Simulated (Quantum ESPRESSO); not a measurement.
# Planted mistakes on one cell of Ga3InP4

The results below are calculated, not measured. They come from pw.x of Quantum ESPRESSO 7.5, a plane-wave density functional program, with PseudoDojo standard norm-conserving files (v0.5 for PBE, v0.4.1 for LDA and PBEsol). The cells are made up: elements, strain and atom displacements were drawn at random, and nothing was relaxed. There is no spin polarisation, spin-orbit coupling or dispersion term.

The cell has 8 sites of a zincblende or diamond lattice. Sites 1 to 4 hold Ga Ga In Ga; sites 5 to 8 hold P P P P. Cell vectors in Å: (5.398, -0.024, 0.032); (-0.024, 5.573, -0.002); (0.032, -0.002, 5.555). Settings: PBE, cutoff 1088 eV, 4 x 4 x 4 k mesh shifted by half a step, Fermi-Dirac smearing of 0.025 eV.

The intended run has a self-consistency threshold of 1e-07 eV, a smearing term of 0.000 eV, a pressure of 6.33 GPa and 10 iterations. Each further run changes one thing: all lengths scaled by 1.0136; atoms of sites 3 and 6 exchanged; cutoff 795 eV; files of LDA; k mesh 2 x 2 x 2; one electron removed; smearing 0.54 eV; threshold 0.05 eV. A coarse mesh keeps the shift, and a charged cell sits in a uniform background.

```
run  change of free energy (eV)  smearing term -TS (eV)  change of P (GPa)  largest change of a force component (eV/Å)  iterations
  A                      -0.193                   0.000              -3.61                                       0.180          10
  B                      11.075                   0.000              -5.61                                       0.121          10
  C                       2.989                  -0.004               1.11                                       1.973          11
  D                       0.017                   0.000              -0.32                                       0.156           4
  E                      -7.446                  -0.007             -12.32                                       0.276          11
  F                       0.489                   0.000               0.35                                       0.025          10
  G                       2.803                   0.000             -26.55                                       0.004          10
  H                      -0.343                  -1.304               0.59                                       0.108          10
```

A rerun of the intended cell at 1377 eV and k mesh 6 x 6 x 6 moved values by no more than 0.010 eV in the cell's energy, 0.03 GPa in stress and 0.002 eV/Å in force.

Question: which change belongs to which run?

## Worked reading

Run D has the fewest iterations, as a run stopped early does. Run H has the largest smearing term, as wide smearing gives. Run G has a higher energy and the largest fall in pressure, as too small a basis gives. Run A changes the volume by a factor of 1.0414; minus its pressure change over the logarithm of that factor, 89 GPa, is a rough bulk modulus with clamped atoms. Energies from files of another functional, or of a charged cell, have another zero and say nothing on stability; the pressure of a charged cell rests on the program's zero of potential too.

## Key

| run | change |
| --- | --- |
| A | all lengths scaled by 1.0136 |
| B | files of LDA |
| C | atoms of sites 3 and 6 exchanged |
| D | threshold 0.05 eV |
| E | one electron removed |
| F | k mesh 2 x 2 x 2 |
| G | cutoff 795 eV |
| H | smearing 0.54 eV |